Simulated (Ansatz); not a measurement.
## MgMo: strain and displacement

```
CELL_PARAMETERS angstrom
1.40785 -0.81282 4.87623
0.00000 1.62565 4.87623
-1.40785 -0.81282 4.87623
ATOMIC_POSITIONS crystal
Mg 0.00000 0.00000 0.00000
Mo 0.50000 0.50000 0.50000
```

Atom numbers follow the list: Mg1, Mo2.

The cell was built from the L11 type and relaxed in the same program, and has space group R-3m; it needn't be a known or the stable phase.

All numbers below come from DFT, PBEsol, all-electron PAW with datasets made for the crystal, scalar-relativistic (Ansatz 0.2.0).

The runs use a Γ-centred 13×13×13 k mesh, Fermi–Dirac smearing of 0.03 eV, cutoff 280 eV (chosen by the program for this cell), no spin polarisation.

The unchanged cell is at 0.00 GPa.

In a metal, stresses and small energies carry noise from the k mesh.

x, y and z are the Cartesian axes of the cell as listed; fractional coordinates follow a strain, and an engineering shear is twice the off-diagonal strain component.

**Question.** With this change (xy engineering shear strain of +4 %), what becomes of the energy and stress?

**Answer.** Energy change -3 meV/atom; stress change (xx, yy, zz, yz, xz, xy) -0.17, 0.76, -0.19, 0.00, -1.10, 1.07 GPa, compression positive.

**Question.** With this change (z strained by +3 % at fixed volume), what becomes of the energy and stress?

**Answer.** Energy change +17 meV/atom; stress change (xx, yy, zz, yz, xz, xy) 4.65, 4.65, -6.33, 0.00, 0.00, 0.00 GPa, compression positive.

**Question.** With this change (atom 1 (Mg) moved by (0.0289, 0.0289, 0.0289) Å), what becomes of the energy and stress and forces?

**Answer.** Energy change +2 meV/atom; stress change (xx, yy, zz, yz, xz, xy) 0.04, 0.00, 0.11, 0.03, 0.06, 0.02 GPa, compression positive; change of the force on Mg1 (-0.038, -0.038, -0.181) eV/Å.

**Question.** What force constant does this one finite step give for Mg1 along its displacement (all its periodic images move with it)?

**Answer.** k = −ΔF·u/|u|² = 2.97 eV/Å², so the force pulls the atom back.
